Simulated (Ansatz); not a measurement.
Data:

TaS2 (CdI2 type)

Space group P-3m1 (No. 164); a = b = 3.3294 Å, c = 5.7862 Å, α = β = 90.00°, γ = 120.00°

| atom | site | symmetry | x | y | z |
|---|---|---|---|---|---|
| Ta | 1a | -3m. | 0.0000 | 0.0000 | 0.0000 |
| S | 2d | 3m. | 0.3333 | 0.6667 | 0.2669 |

This relaxed cell (volume V₀) is scaled evenly in all directions, its shape held. The atoms relax within the cell's symmetry.

The numbers are results of PBE-D3(BJ) (plane waves to 420 eV, PAW, scalar-relativistic; Ansatz, an electronic-structure program), not measurements. k mesh 16×16×8 (Γ-centred), Fermi-Dirac smearing 0.05 eV. Energies are smeared free energies. Stress and pressure are positive under compression. With the shape held, the modulus is that of even scaling; a crystal free to change shape is softer. Spin-orbit coupling is left out, though Ta is heavy. TaS2 is run without spin polarisation. TaS2 was relaxed with its symmetry unable to fall. The PAW data are Ansatz's earlier set. ΔE is measured from the relaxed starting cell.

The scan covers V/V₀ from 0.900 to 1.100 in 13 points.

Task: What is the fitted pressure derivative B₀′?

Result: 4.8.

Task: What bulk modulus at fixed cell shape B₀ follows from a third-order Birch-Murnaghan fit?

Result: 59.5 GPa.

(Under strain, the slope of the energy per volume gives the stress and its curvature an elastic modulus.)
